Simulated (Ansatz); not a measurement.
TePd in space group Cmcm (No. 63; Te on 4c, Pd on 4c) under volume change, plane-wave PAW PBEsol (Ansatz code), shape and atoms relaxed at each volume.

| V (Å³/atom) | E − E(relaxed) (meV/atom) | P (GPa) |
|---|---|---|
| 18.713 | 30.0 | 8.57 |
| 19.310 | 7.0 | 3.89 |
| 19.907 | 0.0 | 0.00 |
| 20.505 | 6.2 | -3.24 |
| 21.102 | 23.4 | -5.86 |

What does a third-order Birch–Murnaghan fit give for V₀, B₀ and B′?

V₀ = 19.91 Å³/atom, B₀ = 118 GPa, B′ = 5.3.

The start of the workflow was typed in or built on a structure type; neither database checked (COD, Materials Project) lists it. COD files the formula under space group No. 194, so this cell is another polymorph or a model. Its standing as an ambient phase is unchecked. The cell was relaxed with PBEsol under the symmetry of its start; whether a distortion lowers the energy is not shown. No spin polarisation was allowed. Spin–orbit coupling is left out wherever it is not named.

Potentials: the earlier of the program's two PAW sets.
